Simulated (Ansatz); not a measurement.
Relaxed-ion elastic tensor of Ti2AlC in space group P6_3/mmc (No. 194; Ti on 4f, Al on 2d, C on 2a) in GPa (Voigt order), plane-wave PAW PBEsol (Ansatz code); density 4.11 g/cm³, 13.62 Å³ per atom.

```
 317  65.8  65.7   0.0   0.0   0.0
65.8   317  65.7   0.0   0.0   0.0
65.7  65.7   283   0.0   0.0   0.0
 0.0   0.0   0.0   116   0.0   0.0
 0.0   0.0   0.0   0.0   116   0.0
 0.0   0.0   0.0   0.0   0.0   126
```

**Question.** Is the crystal mechanically stable?

**Answer.** Yes: the smallest eigenvalue of C is 116 GPa.

**Question.** Work out the Voigt, Reuss and Hill averages.

**Answer.** K_V = 146, K_R = 145, K_H = 145; G_V = 120, G_R = 119, G_H = 120 GPa.

**Question.** Give Young's modulus, Poisson's ratio, Pugh's ratio and the universal anisotropy index.

**Answer.** E = 9KG/(3K + G) = 282 GPa; ν = 0.18; K/G = 1.22 (brittle by the Pugh limit of 1.75); A_U = 5G_V/G_R + K_V/K_R − 6 = 0.01.

**Question.** Estimate the sound speeds and the Debye temperature.

**Answer.** v_l = √((K + 4G/3)/ρ) = 8620 m/s, v_t = √(G/ρ) = 5390 m/s, mean 5940 m/s; Θ = (h/k)(3n/4πV)^(1/3) v_m = 741 K.

**Question.** How much does each axis shrink under pressure?

**Answer.** Linear compressibilities β_i = Σ_j S_ij (j = 1 to 3): x 2.2, y 2.2, z 2.5 per TPa.

The first step of the workflow began from a Materials Project structure, measured or hypothetical; the Crystallography Open Database copy checked does not list it. Whether it is the stable phase at ambient conditions was not checked. The cell was relaxed with PBEsol under the symmetry of its start; whether a distortion lowers the energy is not shown. The run is not spin-polarised. As this level gives no gap, shear constants depend on the k-mesh and smearing (Fermi–Dirac, 0.1 eV here).

Potentials: the later of the program's two PAW sets.
